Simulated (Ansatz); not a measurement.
The relaxed structure here is a generated cell of TiPd: the first start was made by placing the elements on the sites of a structure type, and the end was not matched to a known phase here, so it may be hypothetical.

One starting cell of TiPd (a generated cell, TiPd placed in the AFLOW prototype AB_hP2_187_d_a (B_h, as in WC)) was relaxed twice with Ansatz (plane waves, PAW, scalar-relativistic): with PBEsol at 420 eV and with PBE at 420 eV. The PBEsol result:

```yaml
crystal:
  lattice:
    - [2.84734, 0.00000, 0.00000]
    - [-1.42367, 2.46586, 0.00000]
    - [0.00000, 0.00000, 4.32532]
  atoms:
    - { symbol: Ti, position: [0.00000, 0.00000, 0.00000] }
    - { symbol: Pd, position: [0.66667, 0.33333, 0.50000] }
```

| quantity | PBEsol | PBE |
|---|---|---|
| space group | P-6m2 | P-6m2 |
| volume (Å³/atom) | 15.18 | ___ |
| a (Å) | 2.847 | ___ |
| c (Å) | 4.325 | ___ |
| gap (eV, no spin-orbit coupling) | 0.00 | ___ |

Task: Fill in the PBE column.

Result: 
- volume (Å³/atom), PBE: 15.90
- a (Å), PBE: 2.901
- c (Å), PBE: 4.363
- gap (eV, no spin-orbit coupling), PBE: 0.00

Both levels end in the same structure; PBE's volume is 4.7 % larger. Neither column is exact.

No spin polarisation in the result.

The run could not lose the symmetry of its start, so the end can be a saddle point.

All atoms sit on sites fixed by symmetry, so only the cell could relax.

Ansatz is a quantum-chemistry and plane-wave program.
